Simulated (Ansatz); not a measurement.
## What a trial cell of TiGe₂W₄ relaxes into

Method: DFT PBE, scalar-relativistic, plane waves, PAW (Ansatz 0.2.0). Cutoff 420 eV, Gaussian smearing, Γ-centred meshes. Cell and atoms relax first on a coarse mesh, the cell is then made exact in the group found at 0.06 to 0.08 Å, and last on a converged mesh; the steps can't lower the symmetry of their start. No spin polarisation.

Recipe of this trial structure of TiGe₂W₄: species swapped into a database cell of Pr2ZnAs4 (P-4m2, No. 115), with Ge on the Pr sites, Ti on the Zn sites and W on the As sites. Its size is a rough estimate.

Space group P-4m2 (No. 115). a = 3.576 Å, b = 3.576 Å, c = 9.289 Å, α = 90.00°, β = 90.00°, γ = 90.00°
```tsv
atom	site	symmetry	x	y	z
Ti	1b	-4m2	0.5000	0.5000	0.0000
Ge	2g	2mm.	0.5000	0.0000	0.7411
W	2g	2mm.	0.5000	0.0000	0.1500
W	1c	-4m2	0.5000	0.5000	0.5000
W	1d	-4m2	0.0000	0.0000	0.5000
```

The zero of energy is the elements' standard structures at the same level; no fitted shifts are applied.

Problem. Which structure results?

Solution. The symmetry stays P-4m2 (No. 115). The volume per atom grows by 1.3 %, from 17.0 to 17.2 Å³. The shortest distance goes from 2.27 Å (Ti–W) to 2.64 Å (Ge–W and W–W). The ratio c/a of the conventional cell changes by a factor of 0.89. Conventional cell: a = 3.735 Å, c = 8.623 Å. Ti has 4 Ge at 2.78 Å and 4 W at 2.83 Å; around Ge lie 4 W at 2.64 Å, 2 Ti at 2.78 Å and 4 W at 2.92 Å; W on a site of symmetry 2mm has 4 Ge at 2.64 Å, 2 Ti at 2.83 Å and 4 W at 2.88 Å; around W on a site of symmetry -4m2 lie 4 W at 2.64 Å, 4 W at 2.88 Å and 4 Ge at 2.92 Å; W on a second site of symmetry -4m2 is surrounded by 4 W at 2.64 Å, 4 W at 2.88 Å and 4 Ge at 2.92 Å.

```cif
data_structure
_symmetry_space_group_name_H-M 'P-4m2'
_symmetry_Int_Tables_number 115
_cell_length_a 3.7353
_cell_length_b 3.7353
_cell_length_c 8.6228
_cell_angle_alpha 90.000
_cell_angle_beta 90.000
_cell_angle_gamma 90.000
_cell_volume 120.31
loop_
_atom_site_label
_atom_site_type_symbol
_atom_site_symmetry_multiplicity
_atom_site_Wyckoff_symbol
_atom_site_fract_x
_atom_site_fract_y
_atom_site_fract_z
_atom_site_occupancy
Ti1 Ti 1 b 0.50000 0.50000 0.00000 1
Ge1 Ge 2 g 0.50000 0.00000 0.76055 1
W1 W 2 g 0.50000 0.00000 0.24614 1
W2 W 1 c 0.50000 0.50000 0.50000 1
W3 W 1 d 0.00000 0.00000 0.50000 1
```

Problem. Give its energy and gap.

Solution. The formation energy is +0.38 eV/atom and the gap on the 8×8×4 mesh of the 7-atom cell is 0 eV (a metal).

The separate elements lie lower, so it is unstable against them.

The last run used Gaussian smearing of 0.10 eV. These runs have no spin–orbit coupling, which can matter for W. A structure relaxed within its symmetry needn't be a true minimum. Another cell of the same search, in Pnnm, lies 173 meV/atom lower, so this cell isn't the stable form at this level.
